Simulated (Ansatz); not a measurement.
SrAlO₂F in space group P4/mmm (No. 123; Sr on 1d, Al on 1a, O on 2f, F on 1b) at seven volumes, plane-wave PAW r²SCAN (Ansatz code), shape and atoms relaxed at each. One row is withheld.

```
V (Å³/atom)  P (GPa)
-----------  -------
9.929          18.76
10.257         11.48
10.584          5.28
10.911          0.00
11.239             ?
11.566         -8.36
11.893        -11.63
```

**Question.** Fit the shown pressures and predict the withheld one.

**Answer.** Third-order Birch–Murnaghan: P = (3/2)B₀(x^(7/2) − x^(5/2))[1 + (3/4)(B′ − 4)(x − 1)] with x = (V₀/V)^(2/3). Least squares on the six rows gives V₀ = 10.911 Å³/atom, B₀ = 162.4 GPa, B′ = 4.29. At V = 11.239, x = 0.9804 and P = -4.51 GPa. The run itself gave -4.52 GPa.

The start of the workflow was typed in or built on a structure type; neither database checked (COD, Materials Project) lists it. Whether it is the stable phase at ambient conditions was not checked. The cell was relaxed with r²SCAN under the symmetry of its start; whether a distortion lowers the energy is not shown.

Potentials: the earlier of the program's two PAW sets. The files were generated under PBE; for other functionals the program regenerates the frozen cores, and for LDA and PBEsol the local potential too.
